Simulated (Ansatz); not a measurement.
**Mg₃Cd₂O₅: stable or not**

It was reached by relaxing an invented guess, and it needn't be the stable form of this composition.

All numbers below come from Ansatz, DFT PBE, scalar-relativistic, plane waves, PAW. Settings of the last relaxation (10-atom cell): 420 eV, 12×12×12 k points, Gaussian smearing of 0.02 eV, no spin polarisation.

```yaml
crystal:
  lattice:
    - [-1.59436, 1.59436, 11.26750]
    - [1.59436, -1.59436, 11.26750]
    - [1.59436, 1.59436, -11.26750]
  atoms:
    - { symbol: Mg, position: [0.90794, 0.90794, 0.00000] }
    - { symbol: Mg, position: [0.50000, 0.50000, 0.00000] }
    - { symbol: Mg, position: [0.09206, 0.09206, 0.00000] }
    - { symbol: Cd, position: [0.69514, 0.69514, 0.00000] }
    - { symbol: Cd, position: [0.30486, 0.30486, 0.00000] }
    - { symbol: O, position: [0.00000, 0.00000, 0.00000] }
    - { symbol: O, position: [0.59073, 0.59073, 0.00000] }
    - { symbol: O, position: [0.18965, 0.18965, 0.00000] }
    - { symbol: O, position: [0.81035, 0.81035, 0.00000] }
    - { symbol: O, position: [0.40927, 0.40927, 0.00000] }
```

Energies over the elements count from the elements' standard structures at the same level (O₂ as a molecule), with no fitted energy shifts.

Problem. These tests were run: energy against the elements; random kick, then relaxation without symmetry; elastic tensor. What do they show?

Solution.

```
                                         test                   result
                  energy against the elements           −1.933 eV/atom
random kick, then relaxation without symmetry                  returns
                               elastic tensor  least eigenvalue 50 GPa
```

It fails none of these tests. Whether a mixture of other phases lies lower isn't tested here. Phonons away from Γ weren't computed.

The kick test ran on a coarse mesh. The run for the elastic tensor used a 12×12×12 k mesh.
